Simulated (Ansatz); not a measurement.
# Formation energy of CdPd

```xyz
2
Lattice="2.9631 0.0000 0.0000 0.0000 2.9631 0.0000 0.0000 0.0000 3.6261" Properties=species:S:1:pos:R:3 pbc="T T T"
Cd    0.0000    0.0000    0.0000
Pd    1.4816    1.4816    1.8131
```

The cell comes from a relaxation on PAW files under the same functional, begun from a database entry that needn't be the ground state.

All numbers are LDA results (scalar-relativistic) from Ansatz 0.2.0, with a Γ-centred 14×14×11 k mesh, Fermi–Dirac smearing of 0.05 eV, no spin polarisation. Methods: LAPW: all electrons, basis error target 0.5 meV/atom; PAW: frozen-core files, cutoff 420 eV; norm-conserving: pseudopotentials, cutoff 1388 eV.

The elements are taken as Cd hcp, Pd fcc, each relaxed on PAW files under the same functional and computed by the same method as the compound; zero-point and thermal terms are left out.

The PAW files were made under PBE. The norm-conserving files are those that the library serves for this functional.

(1) Give the formation energy by each method, with the residual pressure at this cell and the LAPW gap.

(2) Give the LAPW value for one formula unit in kJ/mol.

Results:

(1) 

```json
{"method": "LAPW", "ΔE(formation) (eV/atom)": "-0.447", "P at this cell (GPa)": "0.03", "gap (eV)": "0.00"}
{"method": "PAW", "ΔE(formation) (eV/atom)": "-0.447", "P at this cell (GPa)": "0.01", "gap (eV)": "–"}
{"method": "norm-conserving", "ΔE(formation) (eV/atom)": "-0.443", "P at this cell (GPa)": "0.23", "gap (eV)": "–"}
```

(2) -0.447 eV/atom × 2 atoms × 96.485 kJ/(mol·eV) = -86.3 kJ/mol, at zero temperature and without zero-point motion.
